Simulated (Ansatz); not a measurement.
TiOs:
```
TiOs
1.0
    3.08032     0.00000     0.00000
    0.00000     3.08032     0.00000
    0.00000     0.00000     3.08032
Ti Os
1 1
Cartesian
  1.54016   1.54016   1.54016
  0.00000   0.00000   0.00000
```

Relaxed with r²SCAN. Special points in fractions of this cell's reciprocal vectors: Γ (0.000, 0.000, 0.000); X (0.000, 0.500, 0.000); M (0.500, 0.500, 0.000); R (0.500, 0.500, 0.500).

Q: List the band energies nearest the Fermi level at these points for plane-wave PAW r²SCAN (Ansatz code).

A: In eV from the Fermi level; about four levels below and three above (degenerate sets whole), none deeper than 8.9 eV; points with the same levels are listed once.

```tsv
k	below	above
Γ	-5.45 -5.45 -1.44 -1.44 -1.44	2.09 2.09 3.79 3.79 3.79
X	-1.82 -1.82 -0.81 -0.21	0.70 0.70 2.05
M	-5.80 -5.63 -3.36 -3.36	0.79 0.79 1.29
R	-3.98 -3.98 -3.98 -1.65 -1.65 -1.65	1.55 1.55 3.26 3.26
```

Space group Pm-3m (CsCl type). The workflow started from a Materials Project entry (that database holds measured and hypothetical structures alike); the Crystallography Open Database files this formula in space group No. 221, but the cells were not matched. Whether it is the stable phase at ambient conditions was not checked. Symmetry was held in the r²SCAN relaxation; its stability against distortions is not shown here. No spin polarisation was allowed. Scalar-relativistic: spin–orbit coupling is off unless named, which matters more the heavier the elements.

Potentials: the later of the program's two PAW sets.
